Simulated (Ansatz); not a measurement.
Input:

NaAu2:
```cif
data_Au4Na2
_chemical_formula_sum 'Na2 Au4'
_space_group_name_H-M_alt 'P 1'
_space_group_IT_number 1
_cell_length_a 5.51643
_cell_length_b 5.51643
_cell_length_c 5.51643
_cell_angle_alpha 60.000
_cell_angle_beta 60.000
_cell_angle_gamma 60.000
loop_
_space_group_symop_operation_xyz
  'x, y, z'
loop_
_atom_site_label
_atom_site_type_symbol
_atom_site_fract_x
_atom_site_fract_y
_atom_site_fract_z
_atom_site_occupancy
Na1 Na 0.50000 0.50000 0.50000 1
Na2 Na 0.75000 0.75000 0.75000 1
Au1 Au 0.12500 0.12500 0.12500 1
Au2 Au 0.62500 0.12500 0.12500 1
Au3 Au 0.12500 0.12500 0.62500 1
Au4 Au 0.12500 0.62500 0.12500 1
```

This is the PBEsol-relaxed structure.

Task: All from PBEsol (plane waves, PAW; program Ansatz), unless another level is named. Give the formation energy from the elements (no fitted shifts).

Result: -318 meV/atom.

Task: Next, the density of states at the Fermi level?

Result: 0.26 states/eV per atom (mean over ±0.08 eV).

Task: Next, the gap with spin–orbit coupling?

Result: none (metallic).

Space group Fd-3m (cubic Laves (MgCu2 type)). The workflow started from an entry of the Crystallography Open Database (COD). Its standing as an ambient phase is unchecked. Symmetry was held in the PBEsol relaxation; of distortions, only those at the zone centre were tested. The references are the lowest solids computed at this level, not always the standard phases. Spin–orbit coupling is left out wherever it is not named.

Potentials: the later of the program's two PAW sets.
